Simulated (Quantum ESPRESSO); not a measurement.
# BSi2O5F: finding a planted mistake in a log

A calculation, not a measurement. The program is pw.x of Quantum ESPRESSO 7.5 (plane-wave density functional theory). The cell is made up: 9 atoms on a quartz lattice, with randomly drawn elements, strain and displacements, not relaxed. PseudoDojo standard norm-conserving files (v0.5 for PBE, v0.4.1 for LDA and PBEsol) set the functional; there is no spin polarisation, spin-orbit coupling or dispersion term, and the masses in the input are unused placeholders.

Intended input:

```
&control calculation='scf', pseudo_dir='./dojo.nc.sr.pbe.v0_5.standard.upf', outdir='./o', disk_io='low', tprnfor=.true., tstress=.true. /
&system ibrav=0, nat=9, ntyp=4, nbnd=30, ecutwfc=84.00895049, nosym=.true., tot_charge=0,
 occupations='smearing', smearing='fd', degauss=0.0018374661
/
&electrons conv_thr=7.350e-09, electron_maxstep=60, /
ATOMIC_SPECIES
B 1.0 B.upf
F 1.0 F.upf
O 1.0 O.upf
Si 1.0 Si.upf
CELL_PARAMETERS angstrom
4.9444 -0.0103 -0.0361
-2.4812 4.3502 0.0939
-0.0396 0.0961 5.4239
ATOMIC_POSITIONS angstrom
B 2.3428 0.058 3.5289
Si -1.2621 2.0548 1.8223
Si 1.3214 2.3804 0.0834
O 1.2898 1.2632 4.3401
O 3.2425 0.6384 2.4837
O 2.9292 2.5948 0.6736
F 0.4096 1.7719 1.0358
O -1.1872 3.1032 3.0781
O 0.8012 3.7136 4.9211
K_POINTS automatic
5 5 4 1 1 1
```

The log is shortened where brackets say so; the opening notice, blank lines, dates and the lines on written files are dropped, and the path of the files is cut. It prints rydbergs, bohrs and kilobars, and counts compression as positive stress. Where no state is partly filled, the Fermi energy that it prints is only some level between the filled and the empty states on the mesh, and need not lie in the true gap.

Log of the intended run:

```
     Program PWSCF v.7.5
     Parallel version (MPI & OpenMP), running on       4 processor cores
     Number of MPI processes:                 4
     Threads/MPI process:                     1
     [start-up lines left out]
     bravais-lattice index     =            0
     lattice parameter (alat)  =       9.3438  a.u.
     unit-cell volume          =     786.0633 (a.u.)^3
     number of atoms/cell      =            9
     number of atomic types    =            4
     number of electrons       =        48.00
     number of Kohn-Sham states=           30
     kinetic-energy cutoff     =      84.0090  Ry
     charge density cutoff     =     336.0358  Ry
     scf convergence threshold =      7.3E-09
     mixing beta               =       0.7000
     number of iterations used =            8  plain     mixing
     Exchange-correlation= PBE
                           (   1   4   3   4   0   0   0)
     [axes and pseudopotential details left out]
   Cartesian axes
     site n.     atom                  positions (alat units)
         1        B      tau(   1) = (   0.4738153   0.0117301   0.7136960  )
         2        Si     tau(   2) = (  -0.2552511   0.4155693   0.3685477  )
         3        Si     tau(   3) = (   0.2672441   0.4814197   0.0168671  )
         4        O      tau(   4) = (   0.2608533   0.2554736   0.8777556  )
         5        O      tau(   5) = (   0.6557735   0.1291120   0.5023114  )
         6        O      tau(   6) = (   0.5924107   0.5247806   0.1362310  )
         7        F      tau(   7) = (   0.0828388   0.3583547   0.2094835  )
         8        O      tau(   8) = (  -0.2401031   0.6276010   0.6225247  )
         9        O      tau(   9) = (   0.1620372   0.7510503   0.9952589  )
     number of k points=    50  Fermi-Dirac smearing, width (Ry)=  0.0018
                       cart. coord. in units 2pi/alat
        k(    1) = (   0.1011704   0.1689554   0.1116978), wk =   0.0400000
        k(    2) = (   0.1028267   0.1649789   0.3396856), wk =   0.0400000
     [further k points left out]
     Dense  grid:    81779 G-vectors     FFT dimensions: (  60,  60,  60)
     Estimated max dynamical RAM per process >     165.68 MB
     Estimated total dynamical RAM >     602.80 MB
     Initial potential from superposition of free atoms
     starting charge      47.9985, renormalised to      48.0000
     Starting wfcs are   36 randomized atomic wfcs
     total cpu time spent up to now is        2.6 secs
     per-process dynamical memory:   129.9 Mb
     Self-consistent Calculation
     iteration #  1     ecut=    84.01 Ry     beta= 0.70
     Davidson diagonalization with overlap
     ethr =  1.00E-02,  avg # of iterations =  3.0
     total cpu time spent up to now is        7.0 secs
     total energy              =    -236.81802670 Ry
     estimated scf accuracy    <       2.27374528 Ry
     iteration #  2     ecut=    84.01 Ry     beta= 0.70
     Davidson diagonalization with overlap
     ethr =  4.74E-03,  avg # of iterations =  2.1
     total cpu time spent up to now is       11.1 secs
     total energy              =    -237.38213183 Ry
     estimated scf accuracy    <       2.03588138 Ry
     [iterations 3 to 9 left out]
     iteration # 10     ecut=    84.01 Ry     beta= 0.70
     Davidson diagonalization with overlap
     ethr =  1.13E-09,  avg # of iterations =  2.0
     total cpu time spent up to now is       42.6 secs
     total energy              =    -237.77895869 Ry
     estimated scf accuracy    <       0.00000007 Ry
     iteration # 11     ecut=    84.01 Ry     beta= 0.70
     Davidson diagonalization with overlap
     ethr =  1.53E-10,  avg # of iterations =  2.1
     total cpu time spent up to now is       46.3 secs
     End of self-consistent calculation
     [lines on levels left out]
     the Fermi energy is     4.4881 ev
!    total energy              =    -237.77895871 Ry
     estimated scf accuracy    <          5.0E-09 Ry
     smearing contrib. (-TS)   =       0.00000000 Ry
     internal energy E=F+TS    =    -237.77895871 Ry
     The total energy is F=E-TS. E is the sum of the following terms:
     one-electron contribution =    -119.80427230 Ry
     hartree contribution      =      84.27186752 Ry
     xc contribution           =     -61.91833683 Ry
     ewald contribution        =    -140.32821710 Ry
     convergence has been achieved in  11 iterations
     Forces acting on atoms (cartesian axes, Ry/au):
     atom    1 type  1   force =    -0.02554003    0.00644051    0.05901594
     atom    2 type  4   force =     0.09740779   -0.06596529    0.37375507
     atom    3 type  4   force =     0.38079230   -0.14280706   -0.31497096
     atom    4 type  3   force =     0.09393058   -0.07457337   -0.03288841
     atom    5 type  3   force =    -0.05665276   -0.05119528    0.03138017
     atom    6 type  3   force =    -0.21648727    0.07377750   -0.23881353
     atom    7 type  2   force =    -0.23091587   -0.14588937    0.29084263
     atom    8 type  3   force =     0.12210098    0.09505295    0.00345604
     atom    9 type  3   force =    -0.16463572    0.30515941   -0.17177695
     Total force =     0.941712     Total SCF correction =     0.000087
     Computing stress (Cartesian axis) and pressure
          total   stress  (Ry/bohr**3)                   (kbar)     P=        4.93
  -0.00005892  -0.00024457   0.00012184           -8.67      -35.98       17.92
  -0.00024457  -0.00010094  -0.00123833          -35.98      -14.85     -182.17
   0.00012184  -0.00123833   0.00026037           17.92     -182.17       38.30
     init_run     :      2.42s CPU      2.52s WALL (       1 calls)
     electrons    :     43.49s CPU     43.79s WALL (       1 calls)
     forces       :      0.74s CPU      0.75s WALL (       1 calls)
     stress       :      2.38s CPU      2.38s WALL (       1 calls)
     [timing details left out]
     PWSCF        :     49.11s CPU     49.57s WALL
     JOB DONE.
```

A second run was made from an input with one planted mistake. Its log:

```
     Program PWSCF v.7.5
     Parallel version (MPI & OpenMP), running on       4 processor cores
     Number of MPI processes:                 4
     Threads/MPI process:                     1
     [start-up lines left out]
     bravais-lattice index     =            0
     lattice parameter (alat)  =       9.3438  a.u.
     unit-cell volume          =     786.0633 (a.u.)^3
     number of atoms/cell      =            9
     number of atomic types    =            4
     number of electrons       =        48.00
     number of Kohn-Sham states=           30
     kinetic-energy cutoff     =      84.0090  Ry
     charge density cutoff     =     336.0358  Ry
     scf convergence threshold =      7.3E-09
     mixing beta               =       0.7000
     number of iterations used =            8  plain     mixing
     Exchange-correlation= PBE
                           (   1   4   3   4   0   0   0)
     [axes and pseudopotential details left out]
   Cartesian axes
     site n.     atom                  positions (alat units)
         1        Si     tau(   1) = (   0.4738153   0.0117301   0.7136960  )
         2        B      tau(   2) = (  -0.2552511   0.4155693   0.3685477  )
         3        Si     tau(   3) = (   0.2672441   0.4814197   0.0168671  )
         4        O      tau(   4) = (   0.2608533   0.2554736   0.8777556  )
         5        O      tau(   5) = (   0.6557735   0.1291120   0.5023114  )
         6        O      tau(   6) = (   0.5924107   0.5247806   0.1362310  )
         7        F      tau(   7) = (   0.0828388   0.3583547   0.2094835  )
         8        O      tau(   8) = (  -0.2401031   0.6276010   0.6225247  )
         9        O      tau(   9) = (   0.1620372   0.7510503   0.9952589  )
     number of k points=    50  Fermi-Dirac smearing, width (Ry)=  0.0018
                       cart. coord. in units 2pi/alat
        k(    1) = (   0.1011704   0.1689554   0.1116978), wk =   0.0400000
        k(    2) = (   0.1028267   0.1649789   0.3396856), wk =   0.0400000
     [further k points left out]
     Dense  grid:    81779 G-vectors     FFT dimensions: (  60,  60,  60)
     Estimated max dynamical RAM per process >     165.68 MB
     Estimated total dynamical RAM >     602.80 MB
     Initial potential from superposition of free atoms
     starting charge      47.9985, renormalised to      48.0000
     Starting wfcs are   36 randomized atomic wfcs
     total cpu time spent up to now is        2.6 secs
     per-process dynamical memory:   129.8 Mb
     Self-consistent Calculation
     iteration #  1     ecut=    84.01 Ry     beta= 0.70
     Davidson diagonalization with overlap
     ethr =  1.00E-02,  avg # of iterations =  3.0
     total cpu time spent up to now is        7.0 secs
     total energy              =    -237.07665424 Ry
     estimated scf accuracy    <       2.08638831 Ry
     iteration #  2     ecut=    84.01 Ry     beta= 0.70
     Davidson diagonalization with overlap
     ethr =  4.35E-03,  avg # of iterations =  2.0
     total cpu time spent up to now is       11.0 secs
     total energy              =    -237.62858205 Ry
     estimated scf accuracy    <       1.71134844 Ry
     [iterations 3 to 9 left out]
     iteration # 10     ecut=    84.01 Ry     beta= 0.70
     Davidson diagonalization with overlap
     ethr =  8.53E-10,  avg # of iterations =  2.0
     total cpu time spent up to now is       43.8 secs
     total energy              =    -237.95618105 Ry
     estimated scf accuracy    <       0.00000004 Ry
     iteration # 11     ecut=    84.01 Ry     beta= 0.70
     Davidson diagonalization with overlap
     ethr =  7.84E-11,  avg # of iterations =  2.8
     total cpu time spent up to now is       47.6 secs
     End of self-consistent calculation
     [lines on levels left out]
     the Fermi energy is     2.8146 ev
!    total energy              =    -237.95618107 Ry
     estimated scf accuracy    <          5.2E-09 Ry
     smearing contrib. (-TS)   =      -0.00000000 Ry
     internal energy E=F+TS    =    -237.95618107 Ry
     The total energy is F=E-TS. E is the sum of the following terms:
     one-electron contribution =    -119.17141219 Ry
     hartree contribution      =      84.12471489 Ry
     xc contribution           =     -61.90076416 Ry
     ewald contribution        =    -141.00871960 Ry
     convergence has been achieved in  11 iterations
     Forces acting on atoms (cartesian axes, Ry/au):
     atom    1 type  4   force =    -0.20445157   -0.08797809    0.20328456
     atom    2 type  1   force =    -0.16151816    0.06698392    0.12635818
     atom    3 type  4   force =     0.38739675   -0.17943169   -0.17946427
     atom    4 type  3   force =     0.08046065   -0.06240658   -0.03302452
     atom    5 type  3   force =     0.16162309    0.18317791   -0.21645281
     atom    6 type  3   force =     0.00521214   -0.07521227    0.07955225
     atom    7 type  2   force =    -0.21243835   -0.12601738    0.26266504
     atom    8 type  3   force =     0.08377588   -0.01470324   -0.08509649
     atom    9 type  3   force =    -0.14006045    0.29558743   -0.15782193
     Total force =     0.870782     Total SCF correction =     0.000110
     Computing stress (Cartesian axis) and pressure
          total   stress  (Ry/bohr**3)                   (kbar)     P=      -40.85
  -0.00019736   0.00009093  -0.00084889          -29.03       13.38     -124.88
   0.00009093  -0.00045131  -0.00115344           13.38      -66.39     -169.68
  -0.00084889  -0.00115344  -0.00018437         -124.88     -169.68      -27.12
     init_run     :      2.42s CPU      2.51s WALL (       1 calls)
     electrons    :     44.72s CPU     45.01s WALL (       1 calls)
     forces       :      0.74s CPU      0.76s WALL (       1 calls)
     stress       :      2.39s CPU      2.39s WALL (       1 calls)
     [timing details left out]
     PWSCF        :     50.40s CPU     50.84s WALL
     JOB DONE.
```

Question: what was wrong in the second input?

Answer: two atoms have their elements exchanged. The input lines that differ, file-writing options aside:

```
- B 2.3428 0.058 3.5289
+ Si 2.3428 0.058 3.5289
- Si -1.2621 2.0548 1.8223
+ B -1.2621 2.0548 1.8223
```

```
                                            intended run  run with the mistake
                          free energy (eV)     -3235.148             -3237.559
                    smearing term -TS (eV)        0.0000                0.0000
                            pressure (GPa)          0.49                 -4.08
            largest force component (eV/Å)         9.791                 9.960
largest change of a force component (eV/Å)                               8.186
                                iterations            11                    11
```

For scale, a rerun of the intended cell at a cutoff of 1437 eV and k mesh 7 x 7 x 6 moved values by no more than 0.002 eV in energy, 0.03 GPa in stress and 0.003 eV/Å in force.